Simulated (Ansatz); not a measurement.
A generated cell, not matched to a known phase here, of Na$_{2}$NiO$_{2}$: Pmmm (No. 47), oP5; a = 2.810 Å, b = 4.996 Å, c = 5.939 Å, α = β = γ = 90.00°; Na 1d (0.500, 0.000, 0.500); Na 1f (0.500, 0.500, 0.000); Ni 1b (0.500, 0.000, 0.000); O 2q (0.000, 0.000, 0.206). These are r2SCAN (plane waves to 500 eV, PAW, scalar-relativistic; Ansatz, an electronic-structure program) values and carry that method's errors. Element references, the lowest calculated here: Na (P6₃/mmc, not the ambient form), Ni (Fm-3m, ferromagnetic), O (C2/m, ferromagnetic, forced by one molecule a cell; α-O2 is antiferromagnetic); gases are represented by their molecular solids.

Total energies (eV/atom, σ → 0; comparable only within this code, potentials and settings):

```
phase           E (eV/atom)
--------------  -----------
Na2NiO2 (Pmmm)    -1992.025
Na (P6₃/mmc)      -1488.615
Ni (Fm-3m)        -5845.291
O (C2/m)           -566.007
```

Task: What is the formation energy of this Pmmm form of Na2NiO2 from the elements?

Result: E_f = -1992.025 − [2 × (-1488.615) + 1 × (-5845.291) + 2 × (-566.007)] / 5 = -1.12 eV/atom (-5.6 eV per formula unit).

A lower structure of this composition may exist.

Static energies, no anion corrections, no zero-point energy. Values are rounded to 0.01 eV/atom. Not shown to be the ambient phase of their composition (a lower form may be missing, and a cell relaxed within its start's symmetry can be a saddle point): Na2NiO2 (Pmmm). The compounds carry no spin polarisation. A magnetic state may lie lower. No Hubbard U is applied.
